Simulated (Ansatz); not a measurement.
Starting cell, K (bcc, W type):

```
K
1.0
   -5.27944     5.27944     5.27944
    0.00000     0.00000     5.27944
    0.00000     5.27944     0.00000
K
2
Cartesian
  0.00000   0.00000   0.00000
 -2.63972   7.91916   7.91916
```

The atoms are displaced by Q × the pattern below (from a DFPT mode at H = (0.5, 0.5, 0.5), largest move 1; Q in Å), at fixed cell. It is one choice among 3 degenerate patterns. (q is in reciprocal vectors of the primitive cell; the cell shown is doubled to hold the pattern.)

```json
[
 {"atom": "K1", "x": "0.000", "y": "0.000", "z": "1.000"},
 {"atom": "K2", "x": "0.000", "y": "0.000", "z": "-1.000"}
]
```

All values below come from PBE (plane waves to 420 eV, PAW, scalar-relativistic; Ansatz, a quantum-chemistry and plane-wave program). k mesh 13×13×13 (Γ-centred), Fermi-Dirac smearing 0.05 eV. E stands for the smeared free energy. With partly filled bands, energies and forces of such displacements shift with the k mesh and the smearing. K was relaxed with its symmetry unable to fall. The zero of ΔE is the undisplaced structure.

Problem. Give the computed ΔE (eV/cell) and −dE/dQ from forces (eV/Å) at Q (Å) = -0.280, -0.233, -0.187, -0.140, 0.093, 0.187, 0.233, 0.280.

Solution. 
```tsv
Q (Å)	ΔE (eV/cell)	−dE/dQ from forces (eV/Å)
-0.280	0.0580	0.401
-0.233	0.0406	0.341
-0.187	0.0262	0.277
-0.140	0.0148	0.210
0.093	0.0066	-0.141
0.187	0.0262	-0.277
0.233	0.0406	-0.341
0.280	0.0580	-0.401
```

(A displaced cell: forces are minus the slopes of the energy, force constants its curvatures, and phonons follow from these.)
